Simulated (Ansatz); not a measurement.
Electric field gradients in BaAgF₃

Level of theory: DFT PBE, scalar-relativistic, plane waves, PAW in Ansatz. Cutoff 420 eV, 8×8×8 k-points (Γ-centred), fixed occupations. No spin polarisation.

The cell, relaxed at this level:
```
CELL_PARAMETERS angstrom
4.57915 0.00000 0.00000
0.00000 4.57915 0.00000
0.00000 0.00000 4.57915
ATOMIC_POSITIONS crystal
Ba 0.00000 0.00000 0.00000
Ag 0.50000 0.50000 0.50000
F 0.00000 0.50000 0.50000
F 0.50000 0.50000 0.00000
F 0.50000 0.00000 0.50000
```

The cell was built by swapping an element in a database structure (itself possibly hypothetical) and relaxing; it need not be the stable form of this composition. Spin–orbit coupling is left out, which matters for gradients at heavy nuclei.

Give V_zz (10²¹ V/m²) and the asymmetry η at each distinct site.

## Answers

| atom | V_zz | η |
| --- | --- | --- |
| Ba (atom 1) | 0.000 | zero by symmetry |
| Ag (atom 2) | 0.000 | zero by symmetry |
| F (atom 3) | 2.21 | 0.00 |

Symmetry holds off the tilts and polar distortions that many cubic perovskites undergo.